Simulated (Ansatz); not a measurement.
Geometry optimisation in Ansatz: input, command and trajectory.

```yaml
crystal:
  lattice:
    - [1.6242631131, -5.6842837612, 0.0]
    - [1.6242631131, 5.6842837612, 0.0]
    - [0.0, 0.0, 5.0926370541]
  atoms:
    - { symbol: P, position: [0.5683810627, 0.4316189373, 0.1176756742] }
    - { symbol: P, position: [0.4316189373, 0.5683810627, 0.6176756742] }
    - { symbol: P, position: [0.6993558559, 0.3006441441, 0.8006590659] }
    - { symbol: P, position: [0.3006441441, 0.6993558559, 0.3006590659] }
    - { symbol: W, position: [0.9065771373, 0.0934228627, -0.0013347402] }
    - { symbol: W, position: [0.0934228627, 0.9065771373, 0.4986652598] }
basis:
  ecutwfc: 500
kpoints:
  mp_grid: { grid: [12, 12, 8] }
hamiltonian:
  xc: r2scan
scf:
  occupations: { method: gaussian, width: 0.1 }
output:
  forces: true
  stress: true
  eigenvalues: true
relax:
  adjacent_minimum: "off"
  f_tol: 0.01
  max_steps: 30
  cell: { stress_tol: 0.1, fix: [volume] }
```

```bash
ansatz run input.yaml --threads 2 --pin off --max-ram 5120MiB --backend cpu --events-out ev --progress --plain --runs-dir out
```

All numbers below come from DFT r2SCAN, scalar-relativistic, plane waves, PAW (Ansatz 0.2.0).

The volume is held at 1.06 times that of the relaxed cell.

Of 7 frames 6 are shown, positions in Å and forces in eV/Å; the SCF threshold varies from step to step. Steps run on the plane waves of an earlier cell, with a Pulay correction in the pressure. The basis is chosen afresh for the last frame, the zero of the energies, and at times for earlier ones too; energy and pressure can step there, also at an unchanged geometry. Where two frames share a geometry here, they differ by under 2 meV/atom and 0.3 GPa. The mark taken_back stands on steps that the optimiser undid.

```xyz
6
Lattice="1.6243 -5.6843 0.0000 1.6243 5.6843 0.0000 0.0000 0.0000 5.0926" Properties=species:S:1:pos:R:3:forces:R:3 pbc="T T T" step=1 free_energy_over_end_meV_per_atom=0.56 pressure_GPa=-10.51
P     1.6243   -0.7774    0.5993    0.0000    0.0945    0.0040
P     1.6243    0.7774    3.1456    0.0000   -0.0945    0.0040
P     1.6243   -2.2664    4.0775    0.0000    0.1710   -0.0126
P     1.6243    2.2664    1.5311    0.0000   -0.1710   -0.0126
W     1.6243   -4.6222   -0.0068    0.0000   -0.0079    0.0087
W     1.6243    4.6222    2.5395    0.0000    0.0079    0.0087
6
Lattice="1.6323 -5.6606 0.0000 1.6323 5.6606 0.0000 0.0000 0.0000 5.0888" Properties=species:S:1:pos:R:3:forces:R:3 pbc="T T T" step=2 free_energy_over_end_meV_per_atom=1.65 pressure_GPa=-9.56 taken_back
P     1.6323   -0.7492    0.6057    0.0000   -0.1911   -0.0981
P     1.6323    0.7492    3.1501    0.0000    0.1911   -0.0981
P     1.6323   -2.2287    4.0759    0.0000   -0.1749    0.0026
P     1.6323    2.2287    1.5314    0.0000    0.1749    0.0026
W     1.6323   -4.5950   -0.0151    0.0000   -0.1062    0.0956
W     1.6323    4.5950    2.5293    0.0000    0.1062    0.0956
6
Lattice="1.6260 -5.6754 0.0000 1.6260 5.6754 0.0000 0.0000 0.0000 5.0950" Properties=species:S:1:pos:R:3:forces:R:3 pbc="T T T" step=3 free_energy_over_end_meV_per_atom=0.02 pressure_GPa=-10.15
P     1.6260   -0.7676    0.6019    0.0000   -0.0024   -0.0266
P     1.6260    0.7676    3.1494    0.0000    0.0024   -0.0266
P     1.6260   -2.2509    4.0795    0.0000    0.0250   -0.0009
P     1.6260    2.2509    1.5320    0.0000   -0.0250   -0.0009
W     1.6260   -4.6134   -0.0093    0.0000   -0.0204    0.0274
W     1.6260    4.6134    2.5382    0.0000    0.0204    0.0274
6
Lattice="1.6258 -5.6768 0.0000 1.6258 5.6768 0.0000 0.0000 0.0000 5.0945" Properties=species:S:1:pos:R:3:forces:R:3 pbc="T T T" step=4 free_energy_over_end_meV_per_atom=0.01 pressure_GPa=-10.13
P     1.6258   -0.7675    0.6014    0.0000   -0.0064   -0.0180
P     1.6258    0.7675    3.1487    0.0000    0.0064   -0.0180
P     1.6258   -2.2505    4.0789    0.0000    0.0117    0.0025
P     1.6258    2.2505    1.5317    0.0000   -0.0117    0.0025
W     1.6258   -4.6152   -0.0087    0.0000   -0.0082    0.0155
W     1.6258    4.6152    2.5386    0.0000    0.0082    0.0155
6
Lattice="1.6258 -5.6764 0.0000 1.6258 5.6764 0.0000 0.0000 0.0000 5.0949" Properties=species:S:1:pos:R:3:forces:R:3 pbc="T T T" step=5 free_energy_over_end_meV_per_atom=0.00 pressure_GPa=-10.11
P     1.6258   -0.7679    0.6002    0.0000    0.0088    0.0110
P     1.6258    0.7679    3.1477    0.0000   -0.0088    0.0110
P     1.6258   -2.2497    4.0797    0.0000   -0.0061   -0.0102
P     1.6258    2.2497    1.5323    0.0000    0.0061   -0.0102
W     1.6258   -4.6153   -0.0079    0.0000   -0.0036   -0.0008
W     1.6258    4.6153    2.5395    0.0000    0.0036   -0.0008
6
Lattice="1.6258 -5.6773 0.0000 1.6258 5.6773 0.0000 0.0000 0.0000 5.0941" Properties=species:S:1:pos:R:3:forces:R:3 pbc="T T T" step=7 free_energy_over_end_meV_per_atom=0.00 pressure_GPa=-10.12
P     1.6258   -0.7677    0.6006    0.0000   -0.0020   -0.0008
P     1.6258    0.7677    3.1476    0.0000    0.0020   -0.0008
P     1.6258   -2.2503    4.0785    0.0000    0.0008    0.0032
P     1.6258    2.2503    1.5314    0.0000   -0.0008    0.0032
W     1.6258   -4.6162   -0.0078    0.0000    0.0012   -0.0023
W     1.6258    4.6162    2.5393    0.0000   -0.0012   -0.0023
```

Time: 4.4 min on 2 threads of Oxide Virtual Turin-like Processor (Zen 5), on a shared host, peak memory 1.1 GiB.

Spin–orbit coupling is left out, which can shift energies with elements as heavy as these.